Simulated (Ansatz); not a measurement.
Relaxed-ion elastic tensor of MnF$_{2}$ (rutile, P4_2/mnm) in GPa (Voigt order), PBEsol in the plane-wave PAW code Ansatz; density 4.00 g/cm³, 12.85 Å³ per atom.

```tsv
	1	2	3	4	5	6
1	163	29.5	78.3	0.0	0.0	0.0
2	29.5	163	78.3	0.0	0.0	0.0
3	78.3	78.3	161	0.0	0.0	0.0
4	0.0	0.0	0.0	25.8	0.0	0.0
5	0.0	0.0	0.0	0.0	25.8	0.0
6	0.0	0.0	0.0	0.0	0.0	10.0
```

Q: Is the crystal mechanically stable?

A: Yes: the smallest eigenvalue of C is 10.0 GPa.

Q: Work out the Voigt, Reuss and Hill averages.

A: K_V = 95.4, K_R = 93.0, K_H = 94.2; G_V = 32.4, G_R = 22.4, G_H = 27.4 GPa.

Q: Give Young's modulus, Poisson's ratio, Pugh's ratio and the universal anisotropy index.

A: E = 9KG/(3K + G) = 74.9 GPa; ν = 0.37; K/G = 3.44 (ductile by the Pugh limit of 1.75); A_U = 5G_V/G_R + K_V/K_R − 6 = 2.25.

Q: Estimate the sound speeds and the Debye temperature.

A: v_l = √((K + 4G/3)/ρ) = 5710 m/s, v_t = √(G/ρ) = 2620 m/s, mean 2950 m/s; Θ = (h/k)(3n/4πV)^(1/3) v_m = 375 K.

The cell was relaxed with PBEsol under the symmetry of its start, as lowered by the spin order; of distortions, only those at the zone centre were tested. Magnetic state: antiferromagnetic, chosen from 5 collinear starts compared on coarse meshes (ties went to the first, and starts can fall back to one state), not a proven ground state. No Hubbard U is applied.

Potentials: the later of the program's two PAW sets.
